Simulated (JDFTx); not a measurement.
```yaml
surface: Tl(0001)
bulk: Tl, P6_3/mmc, lattice of mp-82 (not re-optimised)
slab: 4 atoms in 4 planes, 1x1, 8.6 Å between the outermost planes
in-plane cell: 3.497 × 3.497 Å, 10.59 Å²
cell_height: 24.5 Å
sampling: 8×8×1 k mesh, Fermi smearing 0.01 Ha, no spin polarisation
```

Level of theory: PBE, GBRV ultrasoft potentials, plane waves to 20/100 Ha; code: JDFTx (a modified build). Liquid on both sides: linear PCM (GLSSA13), water, 2 M NaCl; nuclei fixed. 

Charging data:

```tsv
U − U_pzc (V)	σ (μC/cm²)
-0.69	-12.34
-0.49	-9.00
-0.14	-2.73
0.00	0.00
0.16	3.11
0.20	4.00
0.31	6.19
```

Working it through: a check of Lippmann's equation. The grand free energy per area against the neutral slab, Δγ = [F(N) − F(N₀) − μ(N − N₀)]/2A, is taken from the total energies of the same runs.

```json
[
 {"U − U_pzc (V)": "-0.69", "Δγ (mJ/m²)": "-44.0"},
 {"U − U_pzc (V)": "-0.49", "Δγ (mJ/m²)": "-22.7"},
 {"U − U_pzc (V)": "-0.14", "Δγ (mJ/m²)": "-2.0"},
 {"U − U_pzc (V)": "0.00", "Δγ (mJ/m²)": "0.0"},
 {"U − U_pzc (V)": "0.16", "Δγ (mJ/m²)": "-2.4"},
 {"U − U_pzc (V)": "0.20", "Δγ (mJ/m²)": "-4.0"},
 {"U − U_pzc (V)": "0.31", "Δγ (mJ/m²)": "-9.4"}
]
```

Δγ is largest at zero charge and falls away from it, as dγ/dU = −σ demands. At -0.69 V the computed -44.0 mJ/m² stands beside -42.8 mJ/m² from the constant-capacitance formula.
